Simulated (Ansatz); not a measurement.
Li$_{2}$O (anti-fluorite, Fm-3m), a = 4.5799 Å, b = 4.5799 Å, c = 4.5799 Å, α = 90.00°, β = 90.00°, γ = 90.00°; the cell used has 3 atoms.

Relaxed with PBEsol. PBEsol (plane waves, PAW; program Ansatz) gives a gap of 4.88 eV.

Q: What gap does HSE06 give on the same cell (Ansatz, PAW)?

A: 6.64 eV, 1.76 eV more. The hybrid was solved on a coarser mesh and at special points; its gap is the smallest among all of these.

| k | v1 PBEsol | c1 PBEsol | v1 HSE06 | c1 HSE06 |
|---|---|---|---|---|
| Γ | 0.00 | 5.34 | ? | ? |
| X | -1.45 | 4.88 | -1.51 | 6.64 |
| L | -0.47 | 9.26 | ? | ? |
| W | -1.54 | 7.14 | ? | ? |
| K | -1.14 | 6.50 | ? | ? |

Q: Top valence (v1) and lowest conduction level (c1) in eV from each method's valence maximum (which need not be a listed point): supply the withheld HSE06 values.

A: 
- W, v1 HSE06: -1.64
- W, c1 HSE06: 8.95
- L, v1 HSE06: -0.49
- L, c1 HSE06: 11.30
- K, v1 HSE06: -1.19
- K, c1 HSE06: 8.31
- Γ, v1 HSE06: 0.00
- Γ, c1 HSE06: 7.12

Cost on shared cores: the PBEsol run (SCF on a 10×10×10 mesh, then bands and DOS) about 4 core-seconds (a rough figure), the HSE06 run (SCF on 8×8×8, then a few points) very roughly 30 core-seconds; the tasks are unlike.

The cell was relaxed with PBEsol under the symmetry of its start.

Potentials: the later of the program's two PAW sets.
